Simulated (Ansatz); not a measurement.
The start is a relaxed La cell displaced along its unstable phonon at q = (½, ½, 0) of its primitive reciprocal cell (54i cm⁻¹), largest move 0.15 Å. The structure is fully relaxed (lattice and positions, P = 0) with r2SCAN (plane waves to 500 eV, PAW, scalar-relativistic; Ansatz, a program for electronic structure). The first steps use a coarse 11×11×11 k-mesh.

Starting cell:
```yaml
crystal:
  lattice:
    - [-4.44192, 4.44192, 3.77813]
    - [0.00000, 0.00000, 3.77813]
    - [2.22096, 2.22096, -1.88907]
  atoms:
    - { symbol: La, position: [0.00000, 0.03970, 0.00000] }
    - { symbol: La, position: [0.50000, 0.96030, 0.00000] }
```

| Item | Value |
|---|---|
| Largest initial force | 0.12 eV/Å, on La1, La2 (atoms numbered as listed) |
| Energy released | 0.01 eV/atom |
| Volume change | -1.4 %, from 37.27 to 36.74 Å³/atom |
| Relative to the parent | It does not go back: it reaches Cmcm (No. 63), AFLOW prototype A_oC4_63_c (A20), 0.02 eV/atom below the parent |
| Shortest distances (start → end) | The closest pairs of elements (up to four, under 3.6 Å), start → end: La–La 3.52 → 3.40 Å |
| Band gap at the end | no gap (metallic) |
| Optimiser moves | 9 |

Relaxed structure:

Space group Cmcm (No. 63); a = 6.2842 Å, b = 3.7984 Å, c = 6.1561 Å, α = β = γ = 90.00°

```csv
atom,site,symmetry,x,y,z
La,4c,m2m,0.0000,0.6892,0.2500
```
(The calculation used a cell of 2 atoms; values per cell refer to that cell.)

Final values are on a 14×14×8 k-mesh of the relaxed cell. No spin polarisation in the result.

The run could not lose the symmetry of its start: the end is stationary, and may be a saddle point rather than a minimum.

The relaxed structure here is a generated cell of La: the first start was made by placing the elements on the sites of a structure type, and the end was not matched to a known phase here, so it may be hypothetical. Known forms of La include space group No. 194.
